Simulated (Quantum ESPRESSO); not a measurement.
Mg$_{4}$SO$_{3}$, space group Pm-3m (No. 221):

```xyz
8
Lattice="4.5818 0.0000 0.0000 0.0000 4.5818 0.0000 0.0000 0.0000 4.5818" Properties=species:S:1:pos:R:3 pbc="T T T"
Mg     0.0000     0.0000     0.0000
S      2.2909     0.0000     0.0000
Mg     0.0000     2.2909     2.2909
O      2.2909     2.2909     2.2909
Mg     2.2909     0.0000     2.2909
O      0.0000     0.0000     2.2909
Mg     2.2909     2.2909     0.0000
O      0.0000     2.2909     0.0000
```
The cell was made here from a computed Materials Project entry: one of 4 O replaced by S, cell and atoms relaxed (PBE without dispersion, pw.x of a modified build of Quantum ESPRESSO, symmetry kept). The parent is MgO in Fm-3m. The swapped cell is a model, not a known phase. Stability against distortions was not tested.

| site | Wyckoff letter | site symmetry |
|---|---|---|
| Mg1 | c | 4/mmm |
| S | b | m-3m |
| Mg2 | a | m-3m |
| O | d | 4/mmm |

Cores are frozen. Against all-electron runs on small test molecules, this scheme's |Vzz| missed by −2 to +6 % on O. Mg had no test against all-electron runs.

Q: Where does symmetry force the field gradient to vanish or to be axial, and what does PBE PAW (JTH datasets; density from pw.x of Quantum ESPRESSO, gradients reconstructed from it by a script) give?

A: 
| site | by symmetry | Vzz (a.u.) | η_Q |
|---|---|---|---|
| Mg1 | axial, η = 0 (an axis of order 3 or more) | -0.181 | 0.00 |
| S | vanishes (cubic site) | 0 | – |
| Mg2 | vanishes (cubic site) | 0 | – |
| O | axial, η = 0 (an axis of order 3 or more) | 0.065 | 0.00 |
